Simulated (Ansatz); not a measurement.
Al in space group P6/mmm (No. 191; Al on 2e, Al on 2d, Al on 3f) at seven volumes, the program Ansatz at the PBEsol level (PAW), shape and atoms relaxed at each. One row is withheld.

```
V (Å³/atom)  P (GPa)
-----------  -------
15.399          8.63
15.907          5.29
16.415          2.43
16.922          0.01
17.430             ?
17.938         -3.77
18.446         -5.23
```

**Question.** Fit the shown pressures and predict the withheld one.

**Answer.** Third-order Birch–Murnaghan: P = (3/2)B₀(x^(7/2) − x^(5/2))[1 + (3/4)(B′ − 4)(x − 1)] with x = (V₀/V)^(2/3). Least squares on the six rows gives V₀ = 16.927 Å³/atom, B₀ = 73.84 GPa, B′ = 4.48. At V = 17.430, x = 0.9807 and P = -2.03 GPa. The run itself gave -2.04 GPa.

The start of the workflow was typed in or built on a structure type; neither database checked (COD, Materials Project) lists it. It is not the phase usual at ambient conditions (space group No. 225). The PBEsol relaxation kept the symmetry of its start. At this level the phase is mechanically unstable.

Potentials: the later of the program's two PAW sets.
